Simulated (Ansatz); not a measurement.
Values for one crystal, relaxed and computed with the program Ansatz at the PBEsol level (PAW); other levels are named.

| Item | Value |
|---|---|
| Volume per atom | 10.94 Å³ |
| Electronic character | metallic (no gap) |
| Pressure derivative B′ | 4.2 |
| Hill bulk and shear moduli | 344 and 232 GPa |
| Density of states at the Fermi level | 0.31 states/eV per atom (mean over ±0.08 eV) |
| Debye temperature from the elastic constants | 591 K |
| Mechanical stability | stable (all eigenvalues of C positive) |

### Question
Pick the material that matches.
(A) InAs, rock salt
(B) HgS, wurtzite
(C) LuSi2, P6/mmm (Lu on 1a, Si on 2d)
(D) TaC, rock salt

### Answer
D, TaC, rock salt

Space group Fm-3m (rock salt). The PBEsol relaxation kept the symmetry of its start. No spin polarisation was allowed. As this level gives no gap, shear constants depend on the k-mesh and smearing (Fermi–Dirac, 0.1 eV here). Spin–orbit coupling is left out wherever it is not named.

Potentials: the later of the program's two PAW sets.
